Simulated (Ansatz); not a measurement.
Na2PdC2:
```
CELL_PARAMETERS angstrom
      4.45266     0.00000     0.00000
     -2.22633     3.85612     0.00000
      0.00000     0.00000     5.21586
ATOMIC_POSITIONS crystal
  Na 0.33333 0.66667 0.71976
  Na 0.66667 0.33333 0.28024
  Pd 0.00000 0.00000 0.00000
  C  0.00000 0.00000 0.62148
  C  0.00000 0.00000 0.37852
```

Relaxed with PBEsol. Special points in fractions of this cell's reciprocal vectors: Γ (0.000, 0.000, 0.000); M (0.500, 0.000, 0.000); K (0.333, 0.333, 0.000); A (0.000, 0.000, 0.500); L (0.500, 0.000, 0.500); H (0.333, 0.333, 0.500).

### Question
List the band energies nearest the valence-band maximum at these points for plane-wave PAW PBEsol (Ansatz code).

### Answer
In eV from the valence-band maximum; about four levels below and three above (degenerate sets whole), none deeper than 8.9 eV; points with the same levels are listed once.

```
k                          below                above
-  -----------------------------  -------------------
Γ        -2.05 -2.05 -1.27 -1.27       4.30 6.07 6.07
M        -2.08 -1.53 -1.01 -0.26       2.67 4.81 5.61
K  -2.18 -2.18 -1.18 -1.18 -0.15  3.48 3.48 5.37 5.37
A          -1.27 -1.27 0.00 0.00       3.59 3.59 3.63
L        -1.01 -0.52 -0.29 -0.07       0.72 3.10 5.33
H  -1.23 -1.23 -0.49 -0.22 -0.22  1.62 1.62 6.11 6.11
```

Space group P-3m1. The first step of the workflow began from a Materials Project structure, measured or hypothetical; the Crystallography Open Database copy checked does not list it. Its standing as an ambient phase is unchecked. The PBEsol relaxation kept the symmetry of its start; its stability against distortions is not shown here. No spin polarisation was allowed. Scalar-relativistic: spin–orbit coupling is off unless named, which matters more the heavier the elements.

Potentials: the later of the program's two PAW sets.
